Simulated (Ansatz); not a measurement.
An elastic constant from a strain scan in Ge

These are results of Ansatz 0.2.0, DFT PBEsol, scalar-relativistic, plane waves, PAW, not measurements. Cutoff 420 eV, Γ-centred 14×14×14 k-points, Gaussian smearing of 0.15 eV. No spin polarisation. Energies are free energies at this smearing, counted from the undisturbed cell; pressure is positive in compression.

The undisturbed cell (as given, not relaxed at this level; it stands at 0.7 GPa):

```yaml
crystal:
  lattice:
    - [0.00000, 2.82877, 2.82877]
    - [2.82877, 0.00000, 2.82877]
    - [2.82877, 2.82877, 0.00000]
  atoms:
    - { symbol: Ge, position: [0.50000, 0.50000, 0.50000] }
    - { symbol: Ge, position: [0.75000, 0.75000, 0.75000] }
```

The cell is strained by ε times the Voigt pattern (1, -1, 0, 0, 0, 0) (xx, yy, zz, yz, xz, xy; engineering shear) with fractional coordinates fixed. The cell holds 2 atoms in V0 = 45.27 Å³. The stress column is τ = (1/V0) dE/dε, got from the stress tensor σ (compression positive) at each point as −det(1 + εP) σ : P(1 + εP)⁻¹, with P the pattern as a tensor.

| ε | ΔE (meV/atom) | τ (GPa) |
| --- | --- | --- |
| -0.0875 | 73.058 | -11.076 |
| -0.0750 | 54.592 | -9.812 |
| -0.0625 | 38.472 | -8.424 |
| -0.0500 | 24.913 | -6.912 |
| -0.0375 | 14.131 | -5.283 |
| -0.0250 | 6.310 | -3.562 |
| -0.0125 | 1.582 | -1.789 |
| 0.0000 | 0.000 | 0.000 |
| 0.0125 | 1.582 | 1.789 |
| 0.0250 | 6.310 | 3.562 |
| 0.0375 | 14.131 | 5.283 |
| 0.0500 | 24.913 | 6.912 |
| 0.0625 | 38.472 | 8.424 |
| 0.0750 | 54.592 | 9.812 |
| 0.0875 | 73.058 | 11.076 |
| 0.1000 | ? | ? |

**Question.** Which combination of elastic constants does this scan measure, and how large is it?

**Answer.** For small ε, τ = τ0 + Kε with K = pᵀCp, which for this pattern is 2(C11 − C12) in the cubic axes. The parabola through τ at ε = -0.0125, 0 and 0.0125 has slope K = 143 GPa at zero. The energies per cell, E = NΔE, of the same two points give K = 2[E(ε₊)/ε₊ − E(ε₋)/ε₋]/[(ε₊ − ε₋)V0] = 143 GPa, in agreement.

**Question.** Predict the withheld row at ε = 0.1000 from the harmonic law, and compare.

**Answer.** ΔE = V0(τ0 ε + Kε²/2)/N = 101.080 meV/atom and τ = 14.31 GPa. The calculation gives 93.595 meV/atom and 12.15 GPa: the energy lies 7 % below the harmonic value.

The gap closes along the scan, which can put kinks into the curve.